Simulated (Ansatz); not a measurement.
HfO₂ (tetragonal-ZrO2 type, space group P4_2/nmc)

```
CELL_PARAMETERS angstrom
      3.60482     0.00000     0.00000
      0.00000     3.60482     0.00000
      0.00000     0.00000     5.26502
ATOMIC_POSITIONS crystal
  Hf 0.00000 0.00000 0.00000
  Hf 0.50000 0.50000 0.50000
  O  0.00000 0.50000 0.19324
  O  0.00000 0.50000 0.69324
  O  0.50000 0.00000 0.30676
  O  0.50000 0.00000 0.80676
```

Grid over V/V₀ and (c/a)/(c/a)₀, subscript 0 meaning the relaxed cell; the conventional c axis lies along z; no internal relaxation.

All values below come from PBE (plane waves to 420 eV, PAW, scalar-relativistic; Ansatz, a quantum-chemistry and plane-wave program). k mesh 9×9×6 (Γ-centred), Fermi-Dirac smearing 0.05 eV. Compression counts positive. As the atoms are clamped, bonds stretch with the cell, which overstates energies and stresses. HfO2 is run without spin polarisation. HfO2 was relaxed with its symmetry unable to fall. Spin-orbit coupling is left out, though Hf is heavy. The PAW data are Ansatz's earlier set. This is a high-temperature form of HfO2.

Changes of σxx (GPa) from the point V/V₀ = 1.000, (c/a)/(c/a)₀ = 1.000 when one coordinate moves alone (two changes are said to add if the coupling is within 5 % of the smaller one, nearly so within 20 %):

```
point                               change
----------------------------------  ------
V/V₀ = 1.000, (c/a)/(c/a)₀ = 0.880  -17.11
V/V₀ = 1.000, (c/a)/(c/a)₀ = 0.940   -8.19
V/V₀ = 0.920, (c/a)/(c/a)₀ = 1.000   24.60
V/V₀ = 0.960, (c/a)/(c/a)₀ = 1.000   11.03
V/V₀ = 1.040, (c/a)/(c/a)₀ = 1.000   -8.97
V/V₀ = 1.080, (c/a)/(c/a)₀ = 1.000  -16.26
V/V₀ = 1.000, (c/a)/(c/a)₀ = 1.060    7.44
V/V₀ = 1.000, (c/a)/(c/a)₀ = 1.120   14.11
```

**Question.** What is the change at V/V₀ = 0.960, (c/a)/(c/a)₀ = 0.940, where both move, and how far is it from the sum?

**Answer.** The sum of the single changes is 11.03 + (-8.19) = 2.84; the calculation gives 2.28, so the coupling contributes -0.56 (under 20 % of the smaller single change, nearly additive).

**Question.** What is the change at V/V₀ = 1.080, (c/a)/(c/a)₀ = 0.940, where both move, and how far is it from the sum?

**Answer.** The sum of the single changes is -16.26 + (-8.19) = -24.45; the calculation gives -23.49, so the coupling contributes 0.96 (under 20 % of the smaller single change, nearly additive).

**Question.** Do the two effects add at V/V₀ = 0.920, (c/a)/(c/a)₀ = 1.120? Give the computed change.

**Answer.** The sum of the single changes is 24.60 + (14.11) = 38.71; the calculation gives 40.26, so the coupling contributes 1.55 (under 20 % of the smaller single change, nearly additive).

(A scan under strain: stresses follow from slopes of the energy per volume, elastic moduli from its curvatures.)
